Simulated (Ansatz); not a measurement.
The elements of this relaxed trial crystal are hidden behind letters.

```
lattice vectors (Å)
  -3.9093    3.9093    3.9093
   3.9093   -3.9093    3.9093
   3.9093    3.9093   -3.9093
fractional positions
X 0.0000 0.0000 0.0000
Z 0.0000 0.5000 0.5000
Z 0.5000 0.5000 0.0000
Z 0.5000 0.0000 0.5000
Z 0.0000 0.0000 0.5000
Z 0.0000 0.5000 0.0000
Z 0.5000 0.0000 0.0000
Z 0.5000 0.5000 0.5000
```

Computed with Ansatz 0.2.0, DFT PBE, scalar-relativistic, plane waves, PAW. Settings of the last relaxation (8-atom cell): 420 eV, 8×8×8 k points, Gaussian smearing of 0.10 eV, no spin polarisation.

- Space group: Im-3m (No. 229)
- Conventional cell: a = 7.819 Å
- Volume per atom: 29.87 Å³
- Density: 6.82 g/cm³
- Energy over the elements: −0.16 eV/atom
- Gap on the 8×8×8 mesh of the 8-atom cell: 0 eV (a metal)

Energies are uncorrected and count from the elements' standard states at the same level.

Q: X is an s-block element of period 5 and Z is a p-block element of period 5. Which elements are they?

A: X = Sr, Z = Te, so the formula is SrTe7. Density times volume gives a mean mass of 6.82 × 29.87/1.6605 = 122.7 u per atom, and this set has 122.6 u. Sr has 8 Te at 3.39 Å and 6 Te at 3.91 Å; around Te on a site of symmetry 4/mmm lie 8 Te at 3.39 Å, 2 Sr at 3.91 Å and 4 Te at 3.91 Å; Te on a site of symmetry -3m has 2 Sr at 3.39 Å, 6 Te at 3.39 Å and 6 Te at 3.91 Å. Other sets within the hints have nearly the same mass, so mass alone doesn't settle it; this one was computed.

Spin–orbit coupling, which can matter for Te, is left out. A structure relaxed within its symmetry needn't be a true minimum.
